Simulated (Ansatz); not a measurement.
**Be$_{5}$ZnSe$_{6}$ (P31m) at 3 levels of theory**

One geometry, relaxed with PBE; plane waves with PAW potentials in Ansatz, scalar-relativistic. No spin polarisation. Gaps are the least over mesh and band path; pressure is positive in compression.

```cif
data_structure
_symmetry_space_group_name_H-M 'P31m'
_symmetry_Int_Tables_number 157
_cell_length_a 6.4350
_cell_length_b 6.4350
_cell_length_c 6.1184
_cell_angle_alpha 90.000
_cell_angle_beta 90.000
_cell_angle_gamma 120.000
_cell_volume 219.42
loop_
_atom_site_label
_atom_site_type_symbol
_atom_site_symmetry_multiplicity
_atom_site_Wyckoff_symbol
_atom_site_fract_x
_atom_site_fract_y
_atom_site_fract_z
_atom_site_occupancy
Be1 Be 3 c 0.66003 0.00000 0.00543 1
Be2 Be 2 b 0.66667 0.33333 0.50460 1
Zn1 Zn 1 a 0.00000 0.00000 0.50764 1
Se1 Se 3 c 0.64182 0.00000 0.37294 1
Se2 Se 1 a 0.00000 0.00000 0.90810 1
Se3 Se 2 b 0.66667 0.33333 0.87497 1
```

| level | cutoff (eV) | k mesh | gap (eV) | pressure (GPa) |
| --- | --- | --- | --- | --- |
| PBE | 420 | 6×6×4 | 2.96 | 0.0 |

Problem. What comes out on the same cell with r2SCAN, PBEsol?

Solution.
| level | cutoff (eV) | k mesh | gap (eV) | pressure (GPa) |
| --- | --- | --- | --- | --- |
| r2SCAN | 500 | 6×6×4 | 3.46 | -1.0 |
| PBEsol | 420 | 6×6×4 | 2.86 | -2.4 |

The structure comes from a generated guess; another structure or a mixture of phases may lie lower.
